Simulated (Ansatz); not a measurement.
Input and command of a plane-wave DFT calculation in Ansatz:

```yaml
crystal:
  lattice:
    - [4.1910374164, 0.0, 0.0]
    - [-2.0955187082, 3.6295448708, 0.0]
    - [0.0, 0.0, 6.66444]
  atoms:
    - { symbol: Cd, position: [0.6666666667, 0.3333333333, 0.0] }
    - { symbol: Cd, position: [0.3333333333, 0.6666666667, 0.5] }
    - { symbol: Se, position: [0.6666666667, 0.3333333333, 0.375] }
    - { symbol: Se, position: [0.3333333333, 0.6666666667, 0.875] }
basis:
  ecutwfc: 500
kpoints:
  mp_grid: { grid: [6, 6, 4] }
hamiltonian:
  xc: r2scan
scf:
  occupations: { method: gaussian, width: 0.05 }
output:
  forces: true
  stress: true
  eigenvalues: true
```

```bash
ansatz run input.yaml --threads 1 --pin off --max-ram 2560MiB --backend cpu --events-out ev --progress --plain --runs-dir out
```

Processor: Arm Neoverse V1, 1 thread, on a host shared with other jobs.

Task: How long does it run, and how much memory does it take?

Result: About 21 s on 1 thread of Arm Neoverse V1, on a shared host, peak memory 0.55 GiB. It solves 44 bands at 21 k points (the mesh reduced by symmetry) with about 2611 plane waves, in 7 SCF iterations.
